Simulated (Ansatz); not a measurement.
# Computed scan of one atom of the cell: WC (WC type, space group P-6m2)

WC (WC type, space group P-6m2)

```xyz
4
Lattice="5.8439 0.0000 0.0000 -1.4610 2.5305 0.0000 0.0000 0.0000 2.8473" Properties=species:S:1:pos:R:3 pbc="T T T"
W      0.0000     0.0000     0.0000
W      2.9220     0.0000     0.0000
C      1.4610     0.8435     1.4236
C      4.3829     0.8435     1.4236
```

In each cell atom 1 (W, nearest neighbour C at 2.207 Å; its periodic images, 2.8 Å or more away, move with it) moves by s·(0.000, -0.764, 0.645) (towards the nearest neighbour), the rest being held.

Level of theory: PBE (plane waves to 420 eV, PAW, scalar-relativistic; Ansatz, a program for electronic structure). k mesh 15×15×13 (Γ-centred), Fermi-Dirac smearing 0.05 eV. E stands for the smeared free energy. Compression counts positive. Left out: 1 of 11 points, with atoms too close for the PAW data. With partly filled bands, energies and forces of such displacements shift with the k mesh and the smearing. F∥ is the force on the atom along that direction. F⊥ is the part of the force across the line. Spin-orbit coupling is left out, though W is heavy. The PAW data are Ansatz's earlier set. WC is run without spin polarisation. WC was relaxed with its symmetry unable to fall. ΔE is measured from the undisplaced structure.

```tsv
s (Å)	ΔE (meV/cell)	F∥ (eV/Å)	|F⊥| (eV/Å)	P (GPa)
-0.440	1932	8.412	1.824	21.1
-0.352	1253	6.988	1.405	13.7
-0.264	709	5.338	1.054	7.8
-0.176	316	3.582	0.719	3.5
-0.088	79	1.799	0.368	0.9
0.000	0	0.001	0.002	0.0
0.088	81	-1.852	0.361	0.9
0.176	330	-3.843	0.705	3.6
0.264	765	-6.094	1.046	8.3
0.352	1414	-8.758	1.416	15.2
```

What the scan shows:

* **Energy at s = 0.352 Å**: 1414 meV/cell
* **Force along the line at s = -0.440 Å**: 8.41 eV/Å
* **Symmetry of the curve**: not even: the positive side lies higher at ±0.352 Å
* **Shape of the curve**: a single well with its minimum at or next to zero displacement
* **Force constant k = d²E/ds² at s = 0 (finite differences)**: 20.6 eV/Å²
* **Harmonic estimate at the end of the scan**: ½ks² = 1278 meV/cell against the computed 1414 meV/cell, so the well is stiffer than harmonic there

(A displaced cell: forces are minus the slopes of the energy, force constants its curvatures, and phonons follow from these.)
